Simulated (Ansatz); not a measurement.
Consider the following.

B:
```
B
1.0
    2.43812     1.40765     4.16627
   -2.43812     1.40765     4.16627
    0.00000    -2.81530     4.16627
B
12
Direct
  0.01062   0.65382   0.01062
  0.98938   0.34618   0.98938
  0.01062   0.01062   0.65382
  0.98938   0.98938   0.34618
  0.65382   0.01062   0.01062
  0.34618   0.98938   0.98938
  0.22159   0.62980   0.22159
  0.77841   0.37020   0.77841
  0.22159   0.22159   0.62980
  0.77841   0.77841   0.37020
  0.62980   0.22159   0.22159
  0.37020   0.77841   0.77841
```

This is the PBEsol-relaxed structure.

Problem. All from plane-wave PAW PBEsol (Ansatz code), unless another level is named. Predict the band gap.

Solution. 1.34 eV (indirect).

Problem. Predict the conduction-band minimum.

Solution. on the Γ–T line, 10 % of the way from Γ (2 equivalent valleys).

Problem. And the valence-band maximum?

Solution. at T.

Space group R-3m (α-B12). The cell was relaxed with PBEsol under the symmetry of its start.

Potentials: the earlier of the program's two PAW sets. The files were generated under PBE; for other functionals the program regenerates the frozen cores, and for LDA and PBEsol the local potential too.
